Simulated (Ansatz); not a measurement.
## Structure search: one Sr3ScO2 candidate

The calculation used Ansatz, DFT PBE, scalar-relativistic, plane waves, PAW. Cutoff 420 eV, Gaussian smearing, Γ-centred meshes. Cell and atoms relax first on a coarse mesh and then on a finer one. In between, the cell is made exact in the group found at 0.06 Å. In metals the finer mesh still leaves noise of several meV/atom or more. The steps can't lower the symmetry of their start. No spin polarisation in the relaxation; trial moments died out in a coarse test.

Recipe of this trial structure of Sr3ScO2: 6-connected net, two elements spread over the vertices, guests in its cages (Pm, No. 6) (guest Sc). The dimensions are guesses.

```cif
data_structure
_symmetry_space_group_name_H-M 'Pm'
_symmetry_Int_Tables_number 6
_cell_length_a 5.0976
_cell_length_b 2.6281
_cell_length_c 6.9943
_cell_angle_alpha 90.000
_cell_angle_beta 90.000
_cell_angle_gamma 90.000
_cell_volume 93.70
loop_
_atom_site_label
_atom_site_type_symbol
_atom_site_symmetry_multiplicity
_atom_site_Wyckoff_symbol
_atom_site_fract_x
_atom_site_fract_y
_atom_site_fract_z
_atom_site_occupancy
Sr1 Sr 1 b 0.75384 0.50000 0.31611 1
Sr2 Sr 1 b 0.75384 0.50000 0.68389 1
Sr3 Sr 1 b 0.24616 0.50000 0.68389 1
Sc1 Sc 1 a 0.00000 0.00000 0.00000 1
O1 O 1 b 0.24616 0.50000 0.31611 1
O2 O 1 b 0.50000 0.50000 0.00000 1
```

The zero of energy is the elements' standard structures at the same level (O₂ as a molecule); no fitted shifts are applied.

Question: Where does the relaxation end?

Answer: The symmetry goes from Pm (No. 6) to P2/m (No. 10). The volume per atom grows by 76.4 %, from 15.6 to 27.6 Å³. The shortest distance goes from 2.51 Å (Sr–O and Sr–Sr) to 2.17 Å (Sc–O). The energy falls by about 2.6 eV/atom (the start's value is from the coarse mesh). The end is written in a standard setting, so origin, axes and order of atoms can differ from the start's. Conventional cell: a = 6.788 Å, b = 3.407 Å, c = 7.188 Å, β = 95.9°. Sr on a site of symmetry 2/m has 2 O at 2.49 Å, 2 Sr at 3.41 Å, 2 Sr at 3.73 Å, 4 Sc at 3.98 Å and 2 Sr at 4.03 Å; Sr on a site of symmetry m has 1 O at 2.37 Å, 5 Sr at 3.41–3.78 Å, 2 Sc at 3.73 Å and 1 Sr at 4.03 Å; Sc is surrounded by 4 O at 2.17 Å, 2 Sc at 3.41 Å, 4 Sr at 3.73 Å and 4 Sr at 3.98 Å; O has 2 Sc at 2.17 Å, 2 Sr at 2.37–2.49 Å and 1 O at 2.70 Å.

```yaml
crystal:
  lattice:
    - [6.78766, 0.00000, 0.00000]
    - [0.00000, 3.40657, 0.00000]
    - [-0.74288, 0.00000, 7.14948]
  atoms:
    - { symbol: Sr, position: [0.50000, 0.50000, 0.50000] }
    - { symbol: Sr, position: [0.94554, 0.50000, 0.23687] }
    - { symbol: Sr, position: [0.05446, 0.50000, 0.76313] }
    - { symbol: Sc, position: [0.50000, 0.00000, 0.00000] }
    - { symbol: O, position: [0.40488, 0.50000, 0.82548] }
    - { symbol: O, position: [0.59512, 0.50000, 0.17452] }
```

Question: Give its energy and gap.

Answer:

| Item | Value |
| --- | --- |
| Energy over the elements | −1.61 eV/atom |
| Gap on the 6×12×6 mesh of the 6-atom cell | 0 eV (a metal) |

A negative formation energy is needed for stability but isn't enough: competing phases decide.

The last run used Gaussian smearing of 0.10 eV. An odd number of electrons in the primitive cell allows no gap without spin; a larger cell or a magnetic state could open one. Symmetry constrained the relaxation, so the result can be a saddle point.
